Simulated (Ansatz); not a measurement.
Li₂In₂Ni: reading a single point

```xyz
5
Lattice="0.0000 3.3756 0.0000 4.3165 0.0000 0.0000 2.1582 1.6878 -5.5403" Properties=species:S:1:pos:R:3 pbc="T T T"
Li    4.3165    3.3756   -3.1170
Li    2.1582    1.6878   -2.4233
In    2.1582    3.3756   -3.9591
In    4.3165    1.6878   -1.5812
Ni    0.0000    0.0000    0.0000
```

Method: PBEsol, spin-orbit coupling; PAW, plane waves to 420 eV, 6×6×6 Γ-centred mesh, fermi-dirac occupations (width 0.1 eV) (Ansatz 0.2.0), atoms fixed.

The state carries no moments; the state need not be the lowest.

Stress: The pressure is 26.9 GPa (compression positive), so with the atoms held at these fractions the cell would first expand; the forces are large, so a full relaxation may end otherwise. The principal stresses 24.3, 27.8, 28.6 GPa differ, so its shape would change too.
Formation energy: 0.82 eV an atom against the elements' usual phases (free molecules for gases, crystals otherwise, with no correction for O₂ or N₂), so at this geometry it isn't bound against them. Relaxing would lower it.
Forces: The largest is on Li1 (and as large on other atoms): 1.23 eV/Å, components (0.00, 0.00, -1.23). It makes 132° with the line to a nearest neighbour, In4 at 2.28 Å.
At the Fermi level: It is a metal, with about 2.1 states/eV a cell as the mean within 0.25 eV of the Fermi level, mostly In p (49 %) and Ni d (31 %).
Charges: Bader charges in e: Li +0.77, In -0.56, Ni -0.42. In the mean Li gives up most and In takes most.

Origin: a known structure type with other elements, at an estimated volume, so it need not be a known compound. Caveats: the k mesh is coarse if the cell is a metal; atoms or cell far from equilibrium; the SCF threshold is loose for a stress.
